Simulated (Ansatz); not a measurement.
Data:

Cl:
```
CELL_PARAMETERS angstrom
      3.18739    -2.03560     0.00000
      3.18739     2.03560     0.00000
      0.00000     0.00000     8.19500
ATOMIC_POSITIONS crystal
  Cl 0.87785 0.12215 0.60671
  Cl 0.12215 0.87785 0.39329
  Cl 0.62215 0.37785 0.10671
  Cl 0.37785 0.62215 0.89329
```

This is the r²SCAN+D4-relaxed structure.

Problem. All from r²SCAN+D4 in the plane-wave PAW code Ansatz, unless another level is named. Predict the band gap.

Solution. 2.62 eV (direct).

Problem. What about the valence-band maximum?

Solution. at Γ.

Space group Cmce (molecular I2 type). Symmetry was held in the r²SCAN+D4 relaxation. The substance is a gas or liquid at ambient conditions; this is its low-temperature solid.

Potentials: the later of the program's two PAW sets.
